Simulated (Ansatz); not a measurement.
The elements of this relaxed trial crystal are hidden behind letters.

```
lattice vectors (Å)
   4.7833    0.0000    0.0000
   0.0000    4.7833    0.0000
   0.0000    0.0000    6.9036
fractional positions
X 0.0000 0.0000 0.0000
Z 0.5000 0.5000 0.5000
Q 0.5000 0.0000 0.2367
Q 0.0000 0.5000 0.7633
Q 0.5000 0.0000 0.7633
Q 0.0000 0.5000 0.2367
```

These are results of DFT PBE, scalar-relativistic, plane waves, PAW in Ansatz, not measurements. Settings of the last relaxation (6-atom cell): 420 eV, 8×8×6 k points, Gaussian smearing of 0.10 eV, no spin polarisation.

| Item | Value |
| --- | --- |
| Space group | P4/mmm (No. 123) |
| Conventional cell | a = 4.783 Å, c = 6.904 Å |
| Volume per atom | 26.33 Å³ |
| Density | 4.80 g/cm³ |
| Formation energy | −0.63 eV/atom |
| Gap on the 8×8×6 mesh of the 6-atom cell | 0 eV (a metal) |

Energies are uncorrected and count from the elements' standard states at the same level.

Question: X is a d-block element of period 5, Z is a p-block element of period 6 and Q is a p-block element of period 3. Which elements are they?

Answer: X = Ag, Z = Pb, Q = Cl, so the formula is AgPbCl4. Density times volume gives a mean mass of 4.80 × 26.33/1.6605 = 76.1 u per atom, and this set has 76.1 u. Around Ag lie 8 Cl at 2.90 Å; Pb is surrounded by 8 Cl at 3.00 Å; around Cl lie 2 Ag at 2.90 Å, 2 Pb at 3.00 Å, 5 Cl at 3.27–3.38 Å and 1 Cl at 3.64 Å. Other sets within the hints have nearly the same mass, so mass alone doesn't settle it; this one was computed.

These runs have no spin–orbit coupling, which can matter for Pb. An odd number of electrons in the primitive cell allows no gap without spin; a larger cell or a magnetic state could open one. Symmetry constrained the relaxation, so the result can be a saddle point.
